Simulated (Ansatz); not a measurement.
What does Ansatz print for the nuclei with this input?

The cell is a Materials Project structure (computed, not necessarily an observed phase), taken as it stands.

```yaml
crystal:
  lattice:
    - [4.966926394, 0.0, 0.0]
    - [-0.0225985322, 5.2997886082, 0.0]
    - [-0.1121097943, -0.8454855568, 7.6846415694]
  atoms:
    - { symbol: Mg, position: [0.499693, 0.929527, 0.283848] }
    - { symbol: Mn, position: [0.002194, 0.416154, 0.288933], spin: 5.0 }
    - { symbol: V, position: [0.006822, 0.984786, 0.987258] }
    - { symbol: V, position: [0.497933, 0.52859, 0.534113] }
    - { symbol: V, position: [0.006303, 0.016958, 0.532657] }
    - { symbol: V, position: [0.510261, 0.481169, 0.98925] }
    - { symbol: O, position: [0.284685, 0.235093, 0.415192] }
    - { symbol: O, position: [0.108372, 0.025898, 0.741729] }
    - { symbol: O, position: [0.308339, 0.850618, 0.049454] }
    - { symbol: O, position: [0.191263, 0.715155, 0.409498] }
    - { symbol: O, position: [0.811382, 0.730351, 0.93084] }
    - { symbol: O, position: [0.395431, 0.537543, 0.739735] }
    - { symbol: O, position: [0.652248, 0.553354, 0.210374] }
    - { symbol: O, position: [0.200776, 0.349191, 0.044546] }
    - { symbol: O, position: [0.785321, 0.332178, 0.527275] }
    - { symbol: O, position: [0.692551, 0.225972, 0.921927] }
    - { symbol: O, position: [0.868401, 0.071066, 0.213544] }
    - { symbol: O, position: [0.672073, 0.831528, 0.517895] }
magnetization:
  spin_polarized: true
kpoints:
  mp_grid: { grid: [5, 4, 3] }
scf:
  occupations: { method: fermi_dirac, width: 0.02 }
hamiltonian:
  xc: pbe
  pseudopotentials: { kind: paw }
output:
  forces: true
  stress: true
  populations: true
  efg:
    quadrupole_moments_barn: { Mg: 0.1994, Mn: 0.33, V: -0.052, O: -0.02558 }
    contact_densities: true
```

```sh
ansatz run input.yaml --threads 2 --pin off --max-ram 5120MiB --backend cpu --events-out ev --progress --plain --runs-dir out
```

Of the output, the block on the nuclei alone is shown; the set-up, the SCF iterations, energies, forces and stress are cut. One atom of each set with nearly equal values is shown.

```
--- PAW observables at the nuclei: V_zz in 10²¹ V/m², potentials from the cell's mean, atoms counted from 1 ---
  atom   1  Mg V_zz =    +0.650802   η = 0.5637   by run symmetry: allowed   C_q = +3.1378 MHz
            electrostatic potential = -1103.141803 V   contact ρ = 7796.014593 e/Å³   contact ρ_s (e/Å³): all electrons +0.108531, valence +0.107583
  atom   2  Mn V_zz =    +1.812651   η = 0.1560   by run symmetry: allowed   C_q = +14.4638 MHz
            electrostatic potential = -3026.254735 V   contact ρ = 87790.417481 e/Å³   contact ρ_s (e/Å³): all electrons -2.561754, valence +5.299945
  atom   3  V  V_zz =    -4.755058   η = 0.7311   by run symmetry: allowed   C_q = +5.9788 MHz
            electrostatic potential = -2687.104694 V   contact ρ = 66015.685247 e/Å³   contact ρ_s (e/Å³): all electrons +0.067645, valence +0.151643
  atom   4  V  V_zz =    +3.817022   η = 0.5666   by run symmetry: allowed   C_q = -4.7993 MHz
            electrostatic potential = -2687.036850 V   contact ρ = 66015.286942 e/Å³   contact ρ_s (e/Å³): all electrons -0.054824, valence +0.344139
  atom   5  V  V_zz =    +5.433187   η = 0.1377   by run symmetry: allowed   C_q = -6.8314 MHz
            electrostatic potential = -2687.235804 V   contact ρ = 66009.285583 e/Å³   contact ρ_s (e/Å³): all electrons -0.680446, valence +0.721758
  atom   6  V  V_zz =    -3.669902   η = 0.6588   by run symmetry: allowed   C_q = +4.6144 MHz
            electrostatic potential = -2687.321292 V   contact ρ = 66015.353921 e/Å³   contact ρ_s (e/Å³): all electrons +0.017019, valence +0.310031
  atom   7  O  V_zz =    -4.146321   η = 0.5440   by run symmetry: allowed   C_q = +2.5646 MHz
            electrostatic potential = -621.953807 V   contact ρ = 2157.165097 e/Å³   contact ρ_s (e/Å³): all electrons +0.108583, valence +0.093083
  atom   8  O  V_zz =    +2.262452   η = 0.1498   by run symmetry: allowed   C_q = -1.3994 MHz
            electrostatic potential = -621.823175 V   contact ρ = 2159.943811 e/Å³   contact ρ_s (e/Å³): all electrons -0.049157, valence -0.149365
  atom   9  O  V_zz =    -3.709413   η = 0.3045   by run symmetry: allowed   C_q = +2.2944 MHz
            electrostatic potential = -622.579542 V   contact ρ = 2158.478070 e/Å³   contact ρ_s (e/Å³): all electrons +0.011275, valence +0.011175
  atom  10  O  V_zz =    -4.647928   η = 0.6912   by run symmetry: allowed   C_q = +2.8748 MHz
            electrostatic potential = -621.990241 V   contact ρ = 2157.229687 e/Å³   contact ρ_s (e/Å³): all electrons +0.061413, valence +0.039932
  atom  11  O  V_zz =    +2.877514   η = 0.6569   by run symmetry: allowed   C_q = -1.7798 MHz
            electrostatic potential = -622.282000 V   contact ρ = 2160.352878 e/Å³   contact ρ_s (e/Å³): all electrons +0.008169, valence -0.006969
  atom  12  O  V_zz =    +2.427536   η = 0.8246   by run symmetry: allowed   C_q = -1.5015 MHz
            electrostatic potential = -622.030892 V   contact ρ = 2160.033895 e/Å³   contact ρ_s (e/Å³): all electrons +0.001916, valence +0.000150
  atom  13  O  V_zz =    +4.353586   η = 0.7075   by run symmetry: allowed   C_q = -2.6928 MHz
            electrostatic potential = -622.444467 V   contact ρ = 2157.998391 e/Å³   contact ρ_s (e/Å³): all electrons +0.196025, valence +0.201549
  atom  14  O  V_zz =    -4.213452   η = 0.5959   by run symmetry: allowed   C_q = +2.6061 MHz
            electrostatic potential = -622.448652 V   contact ρ = 2158.872758 e/Å³   contact ρ_s (e/Å³): all electrons +0.537160, valence +0.535613
  atom  15  O  V_zz =    +3.181040   η = 0.6884   by run symmetry: allowed   C_q = -1.9675 MHz
            electrostatic potential = -621.928068 V   contact ρ = 2158.609142 e/Å³   contact ρ_s (e/Å³): all electrons +0.279825, valence +0.269862
  atom  16  O  V_zz =    +2.305773   η = 0.4936   by run symmetry: allowed   C_q = -1.4262 MHz
            electrostatic potential = -622.415352 V   contact ρ = 2160.416295 e/Å³   contact ρ_s (e/Å³): all electrons -0.008518, valence -0.009571
  atom  17  O  V_zz =    -5.150356   η = 0.4397   by run symmetry: allowed   C_q = +3.1856 MHz
            electrostatic potential = -622.368616 V   contact ρ = 2157.733428 e/Å³   contact ρ_s (e/Å³): all electrons +0.166350, valence +0.161964
  atom  18  O  V_zz =    +5.539315   η = 0.2328   by run symmetry: allowed   C_q = -3.4262 MHz
            electrostatic potential = -622.330593 V   contact ρ = 2157.684594 e/Å³   contact ρ_s (e/Å³): all electrons +0.013221, valence +0.009071
```

Hardware: 2 threads of Intel Xeon Processor @ 2.50GHz (Skylake/Cascade Lake) (x86_64; 62 cores open to the job, memory cap 5.0 GiB, no GPU), a shared host with a load of 0.9 a core. Wall time 7.6 min, CPU time 12 min, peak memory 1.5 GiB.

At this cell the PBE pressure is -6 GPa, so with PBE the cell would shrink if it were relaxed. The entry's cell may itself be off. The largest force is 1.5 eV/Å, so the atoms aren't at the calculated equilibrium and relaxing them would move these values. With a gap of 0.3 eV on this mesh, small gradients can still move by 0.1 × 10²¹ V/m² or more as the k-mesh gets denser. All moments are parallel here, as the start or the cell imposes; many such compounds order antiparallel, where fields and spin densities carried over to other atoms largely cancel. The magnetic order is the one that the run reached from its start moments, not necessarily the measured one.
